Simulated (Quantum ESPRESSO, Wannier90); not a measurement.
## Tight-binding from DFT: Ba(MgP)2 (P-3m1)

Structure: Materials Project mp-8278, symmetrised, not relaxed again. Not found in the COD (Crystallography Open Database) copy used; not checked further. Method: PBEsol plane waves in Quantum ESPRESSO 7.5 (PseudoDojo norm-conserving files, 68 Ry, spinors with spin-orbit coupling), Bloch states on a 4×4×4 mesh through Γ, Wannier90 4.0.1. Density: 12×12×4 mesh, Gaussian smearing 0.01 Ry.

```
begin unit_cell_cart
ang
    4.3742801718    0.0000000000    0.0000000000
   -2.1871400859    3.7882377520    0.0000000000
    0.0000000000    0.0000000000    7.6266900000
end unit_cell_cart
mp_grid = 4 4 4
```

Task: Which shells of neighbouring k-points and which b-vectors and weights does Wannier90 pick for this cell and mesh?

Result: 
```
 *---------------------------------- K-MESH ----------------------------------*
 +----------------------------------------------------------------------------+
 |                    Distance to Nearest-Neighbour Shells                    |
 |                    ------------------------------------                    |
 |          Shell             Distance (Ang^-1)          Multiplicity         |
 |          -----             -----------------          ------------         |
 |             1                   0.205960                      2            |
 |             2                   0.411921                      2            |
 |             3                   0.414651                      6            |
 |             4                   0.462985                     12            |
 |             5                   0.584478                     12            |
 |             6                   0.617881                      2            |
 |             7                   0.718196                      6            |
 |             8                   0.744119                     12            |
       ... (lines left out)
 +----------------------------------------------------------------------------+
 | The b-vectors are chosen automatically                                     |
 | The following shells are used:                       1,  3                 |
 +----------------------------------------------------------------------------+
 |                        Shell   # Nearest-Neighbours                        |
 |                        -----   --------------------                        |
 |                          1               2                                 |
 |                          2               6                                 |
 +----------------------------------------------------------------------------+
 | Completeness relation is fully satisfied [Eq. (B1), PRB 56, 12847 (1997)]  |
 +----------------------------------------------------------------------------+
 |                  b_k Vectors (Ang^-1) and Weights (Ang^2)                  |
 |                  ----------------------------------------                  |
 |            No.         b_k(x)      b_k(y)      b_k(z)        w_b           |
 |            ---        --------------------------------     --------        |
 |             1         0.000000    0.000000    0.205960    11.786977        |
 |             2         0.000000    0.000000   -0.205960    11.786977        |
 |             3         0.000000    0.414651    0.000000     1.938713        |
 |             4         0.359098    0.207325    0.000000     1.938713        |
 |             5         0.000000   -0.414651    0.000000     1.938713        |
 |             6         0.359098   -0.207325    0.000000     1.938713        |
 |             7        -0.359098   -0.207325    0.000000     1.938713        |
 |             8        -0.359098    0.207325    0.000000     1.938713        |
```
